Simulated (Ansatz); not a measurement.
This guess for AlGa₂As₃ is about to be relaxed.

```yaml
crystal:
  lattice:
    - [6.19898, 0.00000, 0.00000]
    - [-3.09949, 5.36847, 0.00000]
    - [0.00000, 0.00000, 3.56678]
  atoms:
    - { symbol: Al, position: [0.00000, 0.00000, 0.50000] }
    - { symbol: Ga, position: [0.33333, 0.66667, 0.50000] }
    - { symbol: Ga, position: [0.66667, 0.33333, 0.50000] }
    - { symbol: As, position: [0.00000, 0.50000, 0.00000] }
    - { symbol: As, position: [0.50000, 0.00000, 0.00000] }
    - { symbol: As, position: [0.50000, 0.50000, 0.00000] }
```

Level of theory: Ansatz, DFT PBE, scalar-relativistic, plane waves, PAW. Cutoff 420 eV, Gaussian smearing, Γ-centred meshes. Cell and atoms relax first on a coarse mesh and then on a finer one. In between, the cell is made exact in the group found at 0.06 Å. In metals the finer mesh still leaves noise of several meV/atom or more. The steps can't lower the symmetry of their start. No spin polarisation.

A guess keeps its type if space group and coordination stay and the shape of the cell changes little (axis ratios within about 15 %, angles within 6°); the volume may change.

Task: Will the relaxed cell still be of the starting type?

Result: It keeps its type. The symmetry stays P6/mmm (No. 191). The volume per atom grows by 15.8 %, from 19.8 to 22.9 Å³. The shortest distance goes from 2.53 Å (Ga–As) to 2.67 Å (Ga–As). The ratio c/a of the conventional cell changes by a factor of 1.04. Counting neighbours within 15 % of an atom's shortest distance, the start has Al 20, As 4, Ga 6 and the end Al 20, As 4, Ga 6.

The last run used a 6×6×10 mesh (in the run's order of axes) for its 6-atom cell and Gaussian smearing of 0.10 eV. A structure relaxed within its symmetry needn't be a true minimum. Another cell of AlGa2As3 relaxed alike, in P4/mmm, lies 260 meV/atom lower, so this cell isn't the stable form at this level.
